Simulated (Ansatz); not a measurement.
The start is a relaxed Ru cell, doubled along one cell vector, shaken by Gaussian noise of σ = 0.08 Å a coordinate. The cell and all atomic positions are relaxed at zero pressure with PBE (plane waves to 420 eV, PAW, scalar-relativistic; Ansatz, an electronic-structure program). The first steps use a coarse 13×13×5 k-mesh.

Initial structure:
```
Ru
1.0
   -2.36051     2.36051     1.39121
    2.36051    -2.36051     1.39121
    4.72103     4.72103    -2.78242
Ru
4
Direct
  0.73923   0.24563   0.24362
  0.76741   0.25564   0.75163
  0.03879   0.01491   0.01274
  0.98493   0.98201   0.49426
```

Q: Which atoms feel the largest initial force, and how large is it?

A: 1.37 eV/Å, on Ru3 (atoms numbered as listed).

Q: By how much does the energy per atom fall from start to end?

A: 0.94 eV/atom.

Q: How does the volume change?

A: -11.2 %, from 15.50 to 13.77 Å³/atom.

Q: Is the parent structure recovered?

A: It does not go back: it reaches P6₃/mmc (No. 194), hcp (Mg type), 0.91 eV/atom below the parent.

Q: How do the shortest distances between atoms change?

A: The closest pairs of elements (up to four, under 3.6 Å), start → end: Ru–Ru 2.29 → 2.66 Å.

Q: Is the relaxed structure metallic? Give its gap.

A: Zero (metallic).

Q: Write out the relaxed structure.

A: 
Space group P6₃/mmc (No. 194); a = b = 2.7220 Å, c = 4.2908 Å, α = β = 90.00°, γ = 120.00°

| atom | site | symmetry | x | y | z |
|---|---|---|---|---|---|
| Ru | 2d | -6m2 | 0.6667 | 0.3333 | 0.2500 |

Final values are on a 20×20×11 k-mesh of the relaxed cell. No spin polarisation in the result.

Of the parent cell (I4₁/amd (No. 141)): it is a generated cell of Ru: the first start was made by placing the elements on the sites of a structure type, and the end was not matched to a known phase here, so it may be hypothetical. Known forms of Ru include space group No. 194.
